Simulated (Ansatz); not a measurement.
BN:
```
BN
1.0
    2.49821     0.00000     0.00000
   -1.24910     2.16351     0.00000
    0.00000     0.00000    13.74279
B N
4 4
Cartesian
  0.00000   1.44234   1.65188
  1.24910   0.72117   8.52327
  1.24910   0.72117  12.09091
  0.00000   1.44234   5.21952
  0.00000   1.44234   8.52409
  1.24910   0.72117   1.65269
  1.24910   0.72117   5.21870
  0.00000   1.44234  12.09010
```

Cartesian axes are those of the cell as given.

**Question.** Give the high-frequency dielectric tensor and the Born effective charge tensors of the independent atoms from DFPT, r²SCAN+D4 (plane waves, PAW; program Ansatz).

**Answer.** 
ε∞:
```
4.32  0.00  0.00
0.00  4.32  0.00
0.00  0.00  2.46
```
Z* of atom 1 (B), rows: field, columns: displacement, in e:
```
2.72  0.00  0.00
0.00  2.72  0.00
0.00  0.00  0.70
```
Z* of atom 5 (N), rows: field, columns: displacement, in e:
```
-2.72   0.00   0.00
 0.00  -2.72   0.00
 0.00   0.00  -0.70
```

Static charges for comparison (Bader): B1 +2.30, N5 -2.30 e. Born charges measure polarisation by displacement and can exceed these by far.

Space group P6_3/mmc. A made-up cell: these elements were put on the sites of a structure type. Its sites differ from those of the usual phase in this space group: another stacking or structure type. The cell was relaxed with r²SCAN+D4 under the symmetry of its start; phonons show weakly imaginary modes. The volume moved by 56 % from the start of the relaxation.

Potentials: the later of the program's two PAW sets.
